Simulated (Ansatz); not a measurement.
Input and output for bcc Fe (100), 2 layers: DFT, r2SCAN, PAW with Ansatz's default frozen-core files, scalar-relativistic (Ansatz 0.2.0). This run: vacuum of 11 Å.

The slab is cut from a bulk crystal relaxed on PAW files (its atoms may have been relaxed since).

Command: `ansatz run input.yaml --threads 2 --pin off --max-ram 6144MiB --backend cpu --events-out ev --progress --plain --runs-dir out` It took 6.5 s on 2 threads of AMD EPYC 9R45 96-Core Processor (Zen 5) (shared host), peak memory 0.64 GiB.

```yaml
crystal:
  lattice:
    - [2.8654499046, 0.0, 0.0]
    - [0.0, 2.8654499046, 0.0]
    - [0.0, 0.0, 12.2898]
  atoms:
    - { symbol: Fe, position: [0.25, 0.25, 0.4475274879], spin: 2.5 }
    - { symbol: Fe, position: [0.75, 0.75, 0.5524725121], spin: 2.5 }
magnetization:
  spin_polarized: true
kpoints:
  mp_grid: { grid: [11, 11, 1] }
scf:
  occupations: { method: fermi_dirac, width: 0.08 }
hamiltonian:
  xc: r2scan
  pseudopotentials: { kind: paw }
output:
  forces: true
  stress: true
  eigenvalues: true
efield:
  axis: 3
  amplitude: 0
  dipole_correction: true
```

Output:

```
Engine: ansatz 0.2.0
Pseudopotentials: kind: paw
Pseudopotential: Fe, paw, valence charge 16, recommended cutoff 500 eV (meta_gga), Fe.paw.azcp
Functional definition: r2SCAN
  parameter k0 = 0.174
  parameter k1 = 0.065
  parameter a1 = 4.9479
  exchange = r2scan_x(k0 = k0, k1 = k1, a1 = a1)
  correlation = r2scan_c
Crystal: 2 atoms, lattice volume = 100.909 Å³
Basis set: ecut = 500 eV, 2573 PW (Γ), exchange–correlation on 96×96×360 points (64 copies of the dense FFT grid, shifted against one another)
Bands: 23, of which v1, the nominal top of the filled ones, is band 16 counted from 1 (15 counted from 0)
Symmetry: 8 space group operations
k-points: 21 of 121
Non-local potential: Fe, projectors of the file, l = 0: 3, l = 1: 2, l = 2: 3, l = 3: 1
PAW form: soft (Blöchl's): semilocal exchange-correlation on the pseudo side does not see the compensation charge
PAW frozen core: Fe, regenerated for the run's functional (the file was generated under x = pbe(κ = 0.804, μ = 0.2195149727645171), c = pbe(β = 0.06672455060314922))
PAW one-centre angular grid: Fe, 590 points (default); XC on 160 Gauss nodes
Initial density: superposition of atomic densities (neutral atoms: chi_scale 0, normalization atom)
Starting moments: Σ|m| = 5 μB on 2 of 2 sites
Initial wavefunctions: pseudopotential atomic-orbital guess
Functional: x = r2scan, c = r2scan; τ floored in thin density (d = 2e-4 eV/Å³)
SCF iter   1: F=—  HF=-8967.837276 eV  |F-HF|=—  |Δ(HF+E_count)|=         —  Δρ=4.32e-2 (↑3.73e-2 ↓4.32e-2)  dr2=3.62e0  dr2_τ=2.42e-2  dr2_m=1.28e0  M=5.709 μB ∫|m|=5.805 μB  β_m=1.00  ethr=3.10e-3  p=0.000 e·Å  D=6.18e-14 V/Å  ΔV_dip=-0.00 eV  dr2_dipole=3.66e-9  V_vac-E_F(+/−)=6.75/6.75 eV  ⟨swp⟩=7.1  Hψ=4883  notcnv=0
Mixer restart at iter 1: flushing history
efield: sawtooth ramp at fractional position 0.9500 (placed from the atoms, in the widest stretch of the axis that holds none; the zero of the levels goes with the place), width 0.1000; the density the first Hamiltonian is built on has a dipole p = 0.000 e·Å; the dipole correction subtracts the counter field D = 6.18e-14 V/Å, which shifts the + side's vacuum level by -0.00 eV against the − side's; the planar-averaged density in the ramp window peaks in size at 1.0e-4 e/Å³
preconditioner: auto → LDOS  [metal: Δε(μ)=0.070 eV  Ē_g=6.136 eV  σ=0.080 eV  W_gap=0.21  n_scr=20 (ndim 8)  ℏωp=14.8 eV  f_vac=0.590  D(μ)=2.55/eV (n_scr^D=8)]
spin=Collinear: LDOS preconditioning applied to the charge; magnetization (m = ρ↑ − ρ↓) channel mixes plain (no charge-response kernel on spin).
SCF iter   2: F=—  HF=-8967.679262 eV  |F-HF|=—  |Δ(HF+E_count)|=   1.58e-1  Δρ=1.34e-2 (↑1.34e-2 ↓1.32e-2)  dr2=1.04e0  dr2_τ=8.91e-3  dr2_m=8.42e-2  M=5.889 μB ∫|m|=6.158 μB  β_m=1.00  ethr=3.10e-3  p=-0.000 e·Å  D=-5.35e-5 V/Å  ΔV_dip=0.00 eV  dr2_dipole=1.29e-8  V_vac-E_F(+/−)=5.74/5.74 eV  ⟨swp⟩=3.0  Hψ=2222  notcnv=0  defer=6  κ⁻¹=1.0e0(r=1)
SCF iter   3: F=—  HF=-8968.509647 eV  |F-HF|=—  |Δ(HF+E_count)|=   8.30e-1  Δρ=5.07e-3 (↑5.07e-3 ↓4.41e-3)  dr2=1.26e-1  dr2_τ=1.31e-3  dr2_m=8.11e-4  M=6.061 μB ∫|m|=6.460 μB  β_m=1.00  ethr=3.10e-3  p=-0.000 e·Å  D=-4.97e-5 V/Å  ΔV_dip=0.00 eV  dr2_dipole=1.23e-8  V_vac-E_F(+/−)=4.70/4.70 eV  ⟨swp⟩=3.1  Hψ=1865  notcnv=0  defer=8  κ⁻¹=5.6e-2(r=2)
SCF iter   4: F=—  HF=-8969.181321 eV  |F-HF|=—  |Δ(HF+E_count)|=         —  Δρ=5.21e-3 (↑4.66e-3 ↓5.21e-3)  dr2=1.92e-2  dr2_τ=3.14e-4  dr2_m=1.69e-2  M=6.281 μB ∫|m|=6.726 μB  β_m=1.00  ethr=3.95e-4  p=-0.000 e·Å  D=-3.39e-5 V/Å  ΔV_dip=0.00 eV  dr2_dipole=3.57e-9  V_vac-E_F(+/−)=4.06/4.06 eV  ⟨swp⟩=3.0  Hψ=2292  notcnv=0  defer=15  κ⁻¹=5.6e-2(r=2)
SCF iter   5: F=—  HF=-8969.182557 eV  |F-HF|=—  |Δ(HF+E_count)|=   1.24e-3  Δρ=1.93e-3 (↑1.93e-3 ↓1.82e-3)  dr2=9.38e-3  dr2_τ=9.66e-5  dr2_m=1.63e-4  M=6.279 μB ∫|m|=6.734 μB  β_m=1.00  ethr=6.01e-5  p=-0.000 e·Å  D=-3.33e-5 V/Å  ΔV_dip=0.00 eV  dr2_dipole=4.53e-9  V_vac-E_F(+/−)=4.07/4.07 eV  ⟨swp⟩=2.2  Hψ=1522  notcnv=0  defer=15  κ⁻¹=4.6e-3(r=3)
SCF iter   6: F=—  HF=-8969.265361 eV  |F-HF|=—  |Δ(HF+E_count)|=   8.28e-2  Δρ=1.17e-3 (↑1.10e-3 ↓1.17e-3)  dr2=3.61e-3  dr2_τ=4.39e-5  dr2_m=5.46e-5  M=6.272 μB ∫|m|=6.743 μB  β_m=1.00  ethr=2.93e-5  p=-0.000 e·Å  D=-1.99e-5 V/Å  ΔV_dip=0.00 eV  dr2_dipole=7.58e-10  V_vac-E_F(+/−)=4.00/4.00 eV  ⟨swp⟩=2.0  Hψ=1918  notcnv=0  defer=15  κ⁻¹=5.7e-4(r=4)
SCF iter   7: F=—  HF=-8969.312906 eV  |F-HF|=—  |Δ(HF+E_count)|=   4.75e-2  Δρ=5.14e-4 (↑3.75e-4 ↓5.14e-4)  dr2=3.64e-4  dr2_τ=9.25e-6  dr2_m=3.82e-5  M=6.259 μB ∫|m|=6.752 μB  β_m=1.00  ethr=1.13e-5  p=-0.000 e·Å  D=-2.68e-6 V/Å  ΔV_dip=0.00 eV  dr2_dipole=2.25e-10  V_vac-E_F(+/−)=3.89/3.89 eV  ⟨swp⟩=2.6  Hψ=2003  notcnv=0  defer=15  κ⁻¹=5.6e-5(r=5)
SCF iter   8: F=—  HF=-8969.313348 eV  |F-HF|=—  |Δ(HF+E_count)|=   4.42e-4  Δρ=1.93e-4 (↑1.85e-4 ↓1.93e-4)  dr2=6.67e-5  dr2_τ=1.66e-6  dr2_m=2.76e-6  M=6.258 μB ∫|m|=6.752 μB  β_m=1.00  ethr=1.14e-6  p=-0.000 e·Å  D=-1.51e-6 V/Å  ΔV_dip=0.00 eV  dr2_dipole=5.62e-13  V_vac-E_F(+/−)=3.87/3.87 eV  ⟨swp⟩=2.3  Hψ=1898  notcnv=0  defer=15  κ⁻¹=1.6e-5(r=6)
SCF iter   9: F=—  HF=-8969.313517 eV  |F-HF|=—  |Δ(HF+E_count)|=   1.69e-4  Δρ=7.92e-5 (↑7.63e-5 ↓7.92e-5)  dr2=1.19e-5  dr2_τ=2.62e-7  dr2_m=3.27e-7  M=6.258 μB ∫|m|=6.752 μB  β_m=1.00  ethr=2.09e-7  p=-0.000 e·Å  D=-1.52e-6 V/Å  ΔV_dip=0.00 eV  dr2_dipole=9.11e-12  V_vac-E_F(+/−)=3.87/3.87 eV  ⟨swp⟩=2.0  Hψ=1856  notcnv=0  defer=15  κ⁻¹=4.3e-6(r=7)
SCF iter  10: F=—  HF=-8969.313613 eV  |F-HF|=—  |Δ(HF+E_count)|=   9.56e-5  Δρ=3.93e-5 (↑3.93e-5 ↓3.54e-5)  dr2=1.75e-6  dr2_τ=4.38e-8  dr2_m=1.40e-7  M=6.259 μB ∫|m|=6.752 μB  β_m=1.00  ethr=3.70e-8  p=-0.000 e·Å  D=-9.11e-7 V/Å  ΔV_dip=0.00 eV  dr2_dipole=3.11e-12  V_vac-E_F(+/−)=3.86/3.86 eV  ⟨swp⟩=2.4  Hψ=1814  notcnv=0  defer=15  κ⁻¹=2.4e-7(r=8)
SCF iter  11: F=—  HF=-8969.313652 eV  |F-HF|=—  |Δ(HF+E_count)|=   3.93e-5  Δρ=2.10e-5 (↑1.45e-5 ↓2.10e-5)  dr2=3.96e-7  dr2_τ=1.12e-8  dr2_m=5.05e-8  M=6.260 μB ∫|m|=6.752 μB  β_m=1.00  ethr=5.47e-9  p=-0.000 e·Å  D=-3.38e-7 V/Å  ΔV_dip=0.00 eV  dr2_dipole=8.11e-14  V_vac-E_F(+/−)=3.86/3.87 eV  ⟨swp⟩=2.5  Hψ=1742  notcnv=0  defer=15  κ⁻¹=3.6e-7(r=8)
SCF iter  12: F=—  HF=-8969.313660 eV  |F-HF|=—  |Δ(HF+E_count)|=   7.88e-6  Δρ=8.72e-6 (↑7.67e-6 ↓8.72e-6)  dr2=4.52e-8  dr2_τ=2.69e-9  dr2_m=2.77e-8  M=6.260 μB ∫|m|=6.752 μB  β_m=1.00  ethr=1.24e-9  p=-0.000 e·Å  D=-3.43e-8 V/Å  ΔV_dip=0.00 eV  dr2_dipole=1.65e-13  V_vac-E_F(+/−)=3.86/3.87 eV  ⟨swp⟩=2.7  Hψ=1778  notcnv=0  defer=15  κ⁻¹=4.8e-6(r=8)
SCF iter  13: F=—  HF=-8969.313660 eV  |F-HF|=—  |Δ(HF+E_count)|=   5.51e-8  Δρ=4.18e-6 (↑3.74e-6 ↓4.18e-6)  dr2=1.59e-8  dr2_τ=7.82e-10  dr2_m=2.24e-10  M=6.260 μB ∫|m|=6.752 μB  β_m=1.00  ethr=1.41e-10  p=-0.000 e·Å  D=-2.03e-8 V/Å  ΔV_dip=0.00 eV  dr2_dipole=1.10e-14  V_vac-E_F(+/−)=3.86/3.87 eV  ⟨swp⟩=2.1  Hψ=1676  notcnv=0  defer=15  κ⁻¹=2.2e-6(r=8)
SCF iter  14: F=—  HF=-8969.313660 eV  |F-HF|=—  |Δ(HF+E_count)|=   8.82e-8  Δρ=1.57e-6 (↑1.41e-6 ↓1.57e-6)  dr2=2.52e-9  dr2_τ=7.12e-11  dr2_m=1.63e-10  M=6.260 μB ∫|m|=6.752 μB  β_m=1.00  ethr=4.98e-11  p=-0.000 e·Å  D=-2.56e-8 V/Å  ΔV_dip=0.00 eV  dr2_dipole=7.29e-15  V_vac-E_F(+/−)=3.86/3.86 eV  ⟨swp⟩=2.4  Hψ=1715  notcnv=0  defer=15  κ⁻¹=4.8e-7(r=8)
SCF iter  15: F=-8969.313660 eV  HF=-8969.313660 eV  |F-HF|=1.96e-9  |Δ(HF+E_count)|=   1.28e-8  Δρ=1.21e-6 (↑6.10e-7 ↓1.21e-6)  dr2=1.33e-9  dr2_τ=1.00e-11  dr2_m=1.09e-10  M=6.260 μB ∫|m|=6.752 μB  ethr=7.88e-12  p=-0.000 e·Å  D=-8.07e-9 V/Å  ΔV_dip=0.00 eV  dr2_dipole=2.16e-15  V_vac-E_F(+/−)=3.86/3.86 eV  ⟨swp⟩=5.5  Hψ=4292  notcnv=0
WARN: efield: at this solve's end the planar-averaged density reaches 7.59e-5 e/Å³ inside the ramp window [0.8686, 0.1314] (bound 1e-5 e/Å³); the window's nearer edge stands 3.89 Å from this solve's nearest atom along the axis. Its work functions, free energy, forces, stress, dipole, levels and responses can be off, and this figure does not tell by how much. A short vacuum, a low `basis.ecutwfc` or `basis.ecutrho_ratio` and negative occupations (`scf.occupations.method`) can put density there. See the manual's quickstart, § The vacuum guard
SCF 1 converged in 15 iterations: F = -8969.313660 eV  dr2 = 1.33e-9
[... lines left out ...]
Free energy (F): -8969.313660 eV
Harris-Foulkes:  -8969.313660 eV  (|F-HF|=1.96e-9)
Internal energy: -8969.275042 eV  (E = F + TS)
E sigma→0 (E₀):  -8969.294351 eV
Entropy (-TS):   -0.038619 eV (-19.309 meV/atom)
Fermi energy:    1.497404 eV
Dipole field:    D = -0.000000 V/Å  (p = -0.000000 e·Å, saw-weighted, corrected)
Work function:   Φ+ = 3.8645 eV   Φ− = 3.8649 eV
Levels:          The Fermi level and band energies are counted from a zero that moves with the ramp; work functions are not
Vacuum region:   at the solve's end the planar-averaged density reaches 7.59e-5 e/Å³ inside the ramp window [0.8686, 0.1314] (bound 1e-5 e/Å³)
--- Per-component energies (eV) ---
  E_band       = -1023.057479
  E_kinetic    = 690.527798
  E_local      = -19139.756030  (includes V_loc(G=0)·N_el)
  E_nonlocal   = 455.364627
  E_hartree    = 8964.351146
  E_xc         = -220.666719
  E_vxc        = -328.254661  (∫ρ·V_xc dr)
  E_paw        = -2764.319390  (= ΣΔE_a)
  E_vpaw       = -653.817136  (= ΣTr[D̂ρ^β])
  E_aug_tail   = 0.000554  (compensation charges beyond the density's cutoff)
  E_vtau       = 24.178887  (kinetic-family band-sum trace: ∫τ·v_τ [+ j·A + Jᵃ·Aᵃ] dr)
  E_efield     = 0.000000  (sawtooth field / dipole correction)
  E_vefield    = 0.000000  (∫n·V_field dr)
  E_ewald      = 3045.801923
  E_core_change = -0.578950  (= ΣΔE_core)
  E_smearing   = -0.038619  (= −TS)
  E_closure    = 0.000000  (closes the sum)
  Σ components = -8969.313660   (vs F -8969.313660, Δ=0.00e0)
--- Forces (eV/Å), atoms counted from 1 ---
  atom   1  Fe     0.00000000     0.00000000    -0.00018883
  atom   2  Fe    -0.00000000     0.00000000     0.00018907
  max |Σ_I F_I| component: 2.46e-7 eV/Å
--- Stress (GPa, compression-positive) ---
       -2.942514       0.000000      -0.000000
        0.000000      -2.942514       0.000000
       -0.000000       0.000000       0.004881
  P = ⅓ Tr σ = -1.9600 GPa (-19.600 kbar)
--- Band table (eV; the first three rows and the last of 42) ---
  k-point 0 ↑: bands = ["-91.3376", "-91.2516", "-56.2874", "-56.1435", "-55.9557", "-55.9557", "-55.7599", "-55.7599", "-5.3465", "-3.7547", "-3.5155", "-2.0584", "-2.0584", "-1.6555", "-1.5803", "-1.5030", "-0.9686", "-0.9686", "-0.4526", "-0.0598", "3.4446", "5.8610", "6.1144"]
  k-point 1 ↑: bands = ["-91.3355", "-91.2530", "-56.2863", "-56.1517", "-55.9515", "-55.9503", "-55.7660", "-55.7635", "-5.1823", "-3.7165", "-3.4561", "-2.0798", "-2.0796", "-1.7733", "-1.6704", "-1.5012", "-0.9354", "-0.8644", "-0.2511", "-0.0879", "3.6030", "6.0183", "6.2625"]
  k-point 2 ↑: bands = ["-91.3295", "-91.2572", "-56.2830", "-56.1724", "-55.9391", "-55.9368", "-55.7828", "-55.7743", "-4.7209", "-3.6900", "-3.2133", "-2.1427", "-2.0816", "-1.9982", "-1.9024", "-1.4083", "-0.9195", "-0.6752", "-0.1531", "0.2967", "4.0620", "6.4793", "6.7024"]
  k-point 20 ↓: bands = ["-86.6570", "-86.6549", "-51.5729", "-51.5691", "-51.4629", "-51.4541", "-51.2345", "-51.2335", "-0.8995", "-0.8103", "-0.1849", "-0.1618", "2.1928", "2.3076", "3.2906", "3.3130", "3.8343", "4.2137", "4.5512", "5.3149", "9.5622", "10.4176", "10.7609"]
```

The magnetic state is the one reached from the start moments; other orders weren't searched. The PAW files were made under PBE. The cell is 1×1, so reconstructions are forbidden, and in slabs of four or five layers the relaxations can be far larger than at a real surface. The program warned of electron density in the middle of the vacuum in some runs, so work functions there carry some error.
